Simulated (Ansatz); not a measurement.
Here is the system:

InGaSbAs:
```xyz
4
Lattice="4.2837 0.0000 0.0000 0.0000 4.3203 0.0000 0.0000 0.0000 6.1292" Properties=species:S:1:pos:R:3 pbc="T T T"
In     0.0000     0.0000     6.0219
As     0.0000     2.1602     4.4968
Ga     2.1419     2.1602     3.1655
Sb     2.1419     0.0000     1.6571
```

This is the PBEsol-relaxed structure.

### Question
All from PBEsol in the plane-wave PAW code Ansatz, unless another level is named. Give the electronic character.

### Answer
no gap, with almost no states at the Fermi level (zero-gap or semimetallic).

### Question
And the formation energy from the elements (no fitted shifts)?

### Answer
-0.14 eV/atom.

Space group Pmm2. The start of the workflow was typed in or built on a structure type; neither database checked (COD, Materials Project) lists it. Its standing as an ambient phase is unchecked. The cell was relaxed with PBEsol under the symmetry of its start; whether a distortion lowers the energy is not shown. The references are the lowest solids computed at this level, not always the standard phases. Spin–orbit coupling is left out wherever it is not named.

Potentials: the earlier of the program's two PAW sets. The files were generated under PBE; for other functionals the program regenerates the frozen cores, and for LDA and PBEsol the local potential too.
